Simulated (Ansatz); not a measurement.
Consider a crystal of TlSnH3 in space group F-43m (No. 216), with Tl on 4a and 4d; Sn on 4c and 4b; H on 24g.

Level of theory: DFT PBE, scalar-relativistic, plane waves, PAW in Ansatz 0.2.0. Cutoff 420 eV, Γ-centred mesh, Gaussian smearing, no spin polarisation.

Formation energies are uncorrected and refer to the elements' standard structures at the same level (H₂ as a molecule). The references include grey tin.

Task: Give the relaxed lattice parameters and positions.

Result:

Space group F-43m (No. 216). a = 8.691 Å, b = 8.691 Å, c = 8.691 Å, α = 90.00°, β = 90.00°, γ = 90.00°
| atom | site | symmetry | x | y | z |
| --- | --- | --- | --- | --- | --- |
| Tl | 4a | -43m | 0.0000 | 0.0000 | 0.0000 |
| Tl | 4d | -43m | 0.2500 | 0.2500 | 0.7500 |
| Sn | 4c | -43m | 0.2500 | 0.2500 | 0.2500 |
| Sn | 4b | -43m | 0.5000 | 0.0000 | 0.0000 |
| H | 24g | 2.mm | 0.4706 | 0.2500 | 0.2500 |

Tl on its first site has 12 H at 3.08 Å (long contacts); Tl on its second site has 6 H at 2.43 Å; Sn on its first site is surrounded by 6 H at 1.92 Å; H has 1 Sn at 1.92 Å, 1 Tl at 2.43 Å, 4 H at 2.71 Å, 2 Tl at 3.08 Å and 2 Sn at 3.08 Å; 1 more site not described. Another local minimum with the same sites may exist.

Task: Where does its energy lie, and is it a metal?

Result: The energy over the elements is +0.51 eV/atom and the gap on the 8×8×8 mesh of the 10-atom cell is 0 eV (a metal). The separate elements lie lower, so it is unstable against them.

The last run used Gaussian smearing of 0.10 eV. These runs have no spin–orbit coupling, which can matter for Tl. With hydrogen, zero-point motion can shift formation energies by some tens of meV/atom. Symmetry constrained the relaxation, so the result can be a saddle point.
